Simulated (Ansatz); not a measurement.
PtW (L1₀ or tetragonal B2, space group No. 123) at seven volumes, the program Ansatz at the PBE level (PAW), shape and atoms relaxed at each. One row is withheld.

```
V (Å³/atom)  P (GPa)
-----------  -------
14.183         34.73
14.651         21.12
15.118             ?
15.586          0.01
16.053         -8.11
16.521        -14.92
16.988        -20.62
```

Question: Fit the shown pressures and predict the withheld one.

Answer: Third-order Birch–Murnaghan: P = (3/2)B₀(x^(7/2) − x^(5/2))[1 + (3/4)(B′ − 4)(x − 1)] with x = (V₀/V)^(2/3). Least squares on the six rows gives V₀ = 15.586 Å³/atom, B₀ = 294.0 GPa, B′ = 4.76. At V = 15.118, x = 1.0205 and P = 9.64 GPa. The run itself gave 9.66 GPa.

Space group P4/mmm (L1₀ or tetragonal B2). The start of the workflow was typed in or built on a structure type; neither database checked (COD, Materials Project) lists it. Whether it is the stable phase at ambient conditions was not checked. Symmetry was held in the PBE relaxation; whether a distortion lowers the energy is not shown. The run is not spin-polarised. Scalar-relativistic: spin–orbit coupling is off unless named, which matters more the heavier the elements.

Potentials: the earlier of the program's two PAW sets.
